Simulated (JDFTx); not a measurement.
```yaml
surface: Zn(0001)
bulk: Zn, P6_3/mmc, lattice of mp-79 (not re-optimised)
slab: 4 atoms in 4 planes, 1x1, 7.4 Å between the outermost planes
in-plane cell: 2.614 × 2.614 Å, 5.92 Å²
cell_height: 23.3 Å
sampling: 10×10×1 k mesh, Fermi smearing 0.01 Ha, no spin polarisation
```

Method: PBE, GBRV ultrasoft potentials, plane waves to 20/100 Ha, in JDFTx (a modified build). Liquid: linear PCM (GLSSA13), water, 1 M NaF. The neutral cell holds 80 valence electrons and has two faces of 5.919 Å² each. Last filling lines of the neutral and of a charged run (μ in hartree, zero in the bulk liquid):

```
FillingsUpdate:  mu: -0.139188118  nElectrons: 80.000000
FillingsUpdate:  mu: -0.157655000  nElectrons: 79.945038
```

Working it through: both potentials, by the convention U = −μ/e − 4.44 V vs SHE, the surface charge density and the mean capacitance.

U_pzc = 0.13919 × 27.2114 − 4.44 = -0.65 V; U = 0.15765 × 27.2114 − 4.44 = -0.15 V. The cell has -0.0550 excess electrons, a net charge of 0.0550 e, shared by two faces: σ = 0.0550 e / (2 × 5.919 Å²) = 0.00464 e/Å² = 7.4 μC/cm² (1 e/Å² = 1602.18 μC/cm²). C = σ/(U − U_pzc) = 7.4/0.50 ≈ 15 μF/cm².
